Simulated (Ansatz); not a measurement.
Data sheet: TaSe3 (DFT)

TaSe3:
```cif
data_Se12Ta4
_chemical_formula_sum 'Ta4 Se12'
_space_group_name_H-M_alt 'P21/m'
_space_group_IT_number 11
_space_group_name_Hall '-P 2yb'
_cell_length_a 9.74838
_cell_length_b 3.43140
_cell_length_c 10.30166
_cell_angle_alpha 90.000
_cell_angle_beta 106.389
_cell_angle_gamma 90.000
loop_
_atom_site_label
_atom_site_type_symbol
_atom_site_symmetry_multiplicity
_atom_site_Wyckoff_symbol
_atom_site_fract_x
_atom_site_fract_y
_atom_site_fract_z
_atom_site_occupancy
Ta1 Ta 2 e 0.04857 0.25000 0.32739 1
Ta2 Ta 2 e 0.37457 0.25000 0.80601 1
Se1 Se 2 e 0.12089 0.25000 0.60087 1
Se2 Se 2 e 0.26013 0.75000 0.38338 1
Se3 Se 2 e 0.42260 0.25000 0.08407 1
Se4 Se 2 e 0.79942 0.25000 0.13013 1
Se5 Se 2 e 0.07701 0.75000 0.14893 1
Se6 Se 2 e 0.57638 0.25000 0.36561 1
```

Space group P2_1/m (No. 11); conventional cell a = 9.748 Å, b = 3.431 Å, c = 10.302 Å, α = 90.00°, β = 106.39°, γ = 90.00°.

Method: LDA in the plane-wave PAW code Ansatz. The cell and atoms are relaxed at this level. Other levels are named where they apply.

**Cell and energy**

| Quantity | Value |
|---|---|
| Volume per atom | 20.66 Å³ |
| Density | 8.40 g/cm³ |
| Formation energy from the elements (no fitted shifts) | -0.70 eV/atom |

**Electronic structure**

| Quantity | Result |
|---|---|
| Electronic character | metallic (no gap) |
| Density of states at the Fermi level | 0.17 states/eV per atom (mean over ±0.08 eV) |

**Mechanics**

| Quantity | Result |
|---|---|
| Bulk modulus (Birch–Murnaghan fit) | 39.9 GPa |
| Pressure derivative B′ | 12.7 |

The workflow started from a Materials Project entry (that database holds measured and hypothetical structures alike); the Crystallography Open Database copy checked does not list it. Whether it is the stable phase at ambient conditions was not checked. The LDA relaxation kept the symmetry of its start; whether a distortion lowers the energy is not shown. No spin polarisation was allowed. A crystal of weakly bound layers computed without a dispersion correction: the cell and the soft elastic constants depend strongly on that. The references are the lowest solids computed at this level, not always the standard phases. Scalar-relativistic: spin–orbit coupling is off unless named, which matters more the heavier the elements.

Potentials: the later of the program's two PAW sets.
